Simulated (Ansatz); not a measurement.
Zr:
Space group Fd-3m, origin choice 1 (No. 227); a = b = c = 6.186 Å, α = β = γ = 90.00°

```
atom  site  symmetry       x       y       z
----  ----  --------  ------  ------  ------
Zr      8b      -43m  0.5000  0.5000  0.5000
```
(The calculation used a cell of 2 atoms; values per cell refer to that cell.)

Relaxed with r²SCAN.

Q: Tabulate the valence density and the electron localisation function along the shortest Zr–Zr contact (2.68 Å), DFT-r²SCAN in the program Ansatz with PAW potentials.

A: 

```csv
distance from Zr (Å),density (e/Å³),ELF
0.27,4.11,0.39
0.40,4.14,0.64
0.54,3.53,0.75
0.67,2.52,0.76
0.80,1.54,0.67
0.94,0.86,0.47
1.07,0.50,0.26
1.21,0.35,0.16
1.34,0.31,0.13
1.47,0.35,0.16
1.61,0.50,0.26
1.74,0.86,0.47
1.88,1.54,0.67
2.01,2.52,0.76
2.14,3.53,0.75
2.28,4.14,0.64
2.41,4.11,0.39
```

The density is the valence pseudo-density with augmentation charge, so density and ELF within about 1 Å of a nucleus are not all-electron values.

The start of the workflow was typed in or built on a structure type; neither database checked (COD, Materials Project) lists it. It is not the phase usual at ambient conditions (space group No. 194). The r²SCAN relaxation kept the symmetry of its start; whether a distortion lowers the energy is not shown. The run is not spin-polarised. The volume moved by -20 % from the start of the relaxation.

Potentials: the earlier of the program's two PAW sets.
